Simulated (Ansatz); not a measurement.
# SrTiO3: energy along a strain

SrTiO3, Pm-3m, a = 3.891 Å. The structure is a COD entry; whether it is the stable form wasn't checked. Ansatz: PBEsol, PAW, 420 eV, Γ-centred 8×8×8 mesh on 5 atoms, Gaussian smearing 0.05 eV; no spin polarisation. Cell vectors (Å): 3.891 0.000 0.000; 0.000 3.891 0.000; 0.000 0.000 3.891. The cell is strained by x per cent times the pattern (0 0 0 1 0 0) in the order xx yy zz yz xz xy (engineering shears), with fractional coordinates held. y is the free energy over the start, V0 = 11.783 Å³/atom. Symmetry makes y even in x.

```tsv
x (%)	y (meV/atom)
-4.00	6.75
-2.00	1.68
0.00	0.00
0.50	0.10
1.00	?
1.50	0.96
2.50	2.63
3.00	3.82
3.50	5.17
```

Question: Fit y = c2 x² + c4 x⁴ to the other rows, get the stiffness along the pattern, and predict the missing energy.

Answer: Least squares on the rows shown. y = 0.4231 x² − 6.784×10⁻⁵ x⁴. The clamped-ion stiffness p·C·p = 2 × 4.231 eV × 160.2 / 11.783 Å³ = 115 GPa, which is C44 in these axes. At x = 1.00 the fit asked for gives 0.42 meV/atom. The run gave 0.44 meV/atom, so the fit is 0.02 meV/atom too low, a small miss on the scale of the series.

Symmetry holds off the tilts and polar distortions that many cubic perovskites undergo.

Cost: 9 runs of about 1.2 core-minutes in all, on Arm Neoverse V1 (shared hosts).